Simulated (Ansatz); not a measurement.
## MoSe (zincblende structure)

Method: PBE with spin–orbit coupling; two-component spinors; PAW, 420 eV, Γ-centred 10×10×10 mesh, 0.05 eV Gaussian smearing; code Ansatz. The datasets are Ansatz's generated set soft_2.

```
Mo Se
1.0
     0.00000    2.84052    2.84052
     2.84052    0.00000    2.84052
     2.84052    2.84052    0.00000
Mo Se
1 1
Direct
  0.00000 0.00000 0.00000
  0.25000 0.25000 0.25000
```

The structure was built from a prototype; whether the compound forms in it isn't claimed.

Starting moments: Mo 3.0 μB on each such atom, all parallel. Spin axis [100] (Cartesian).

The run ends ferromagnetic, with site spin moments Mo 0.81 μB.

The pressure at this geometry is -0.1 GPa.

**Question.** Which orbitals carry the states at the Fermi level, and how many states are there?

**Answer.** Within 0.1 eV of it: Mo 4d 91 % (shares among the projected shells; no valence p shell of Mo is among them). The density of states at the Fermi level is about 2.6 states/eV per cell, averaged over 0.3 eV.

Density of states (tetrahedra, averaged over 0.5 eV; states/eV per cell of 2 atoms; energy in eV from the Fermi level; projections on Löwdin-orthogonalised atomic orbitals, summed over sites):

```
    E  total  Mo 4d  Se 4p  Mo 5s  Se 4s  Mo 4p
-6.10   0.19   0.05   0.12   0.02   0.00   0.00
-5.60   2.85   0.60   1.91   0.28   0.02   0.01
-5.10   1.38   0.33   0.93   0.09   0.00   0.01
-4.60   4.59   1.52   2.92   0.09   0.00   0.02
-4.10   2.80   0.74   2.00   0.02   0.00   0.02
-3.60   0.19   0.03   0.15   0.00   0.00   0.00
-3.10   0.00   0.00   0.00   0.00   0.00   0.00
-2.60   0.00   0.00   0.00   0.00   0.00   0.00
-2.10   0.00   0.00   0.00   0.00   0.00   0.00
-1.60   1.26   1.14   0.04   0.02   0.01   0.00
-1.10   2.38   2.21   0.07   0.02   0.01   0.00
-0.60   2.36   2.20   0.07   0.03   0.01   0.00
-0.10   2.72   2.36   0.18   0.05   0.02   0.00
 0.40   1.87   1.59   0.13   0.03   0.03   0.00
 0.90   1.51   1.14   0.21   0.01   0.05   0.00
 1.40   1.88   1.29   0.35   0.03   0.08   0.00
 1.90   2.31   1.42   0.54   0.10   0.11   0.00
 2.40   1.88   1.14   0.52   0.05   0.05   0.00
 2.90   1.00   0.56   0.30   0.05   0.03   0.00
 3.40   0.71   0.35   0.23   0.07   0.02   0.00
```

Site moments are of spin, integrated over Gaussian weights of 0.5 Å, which gives about a tenth less on f atoms than spheres do. The moments were started parallel, and the real magnetic order may be another.
